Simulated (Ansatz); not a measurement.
Rh (fcc (Cu type), Fm-3m) at seven volumes, the program Ansatz at the PBE+D3(BJ) level (PAW), scaled uniformly. One row is withheld.

```json
[
 {"V (Å³/atom)": "12.417", "P (GPa)": "33.83"},
 {"V (Å³/atom)": "12.827", "P (GPa)": "?"},
 {"V (Å³/atom)": "13.236", "P (GPa)": "9.30"},
 {"V (Å³/atom)": "13.646", "P (GPa)": "0.01"},
 {"V (Å³/atom)": "14.055", "P (GPa)": "-7.70"},
 {"V (Å³/atom)": "14.464", "P (GPa)": "-14.11"},
 {"V (Å³/atom)": "14.874", "P (GPa)": "-19.41"}
]
```

Fit the shown pressures and predict the withheld one.

P = (3/2)B₀(x^(7/2) − x^(5/2))[1 + (3/4)(B′ − 4)(x − 1)] with x = (V₀/V)^(2/3). Least squares on the six rows gives V₀ = 13.646 Å³/atom, B₀ = 281 GPa, B′ = 5.13. At V = 12.827, x = 1.0421 and P = 20.39 GPa. The run itself gave 20.45 GPa.

Symmetry was held in the PBE+D3(BJ) relaxation. No spin polarisation was allowed. The pairwise dispersion correction was not fitted to metals.

Potentials: the later of the program's two PAW sets.
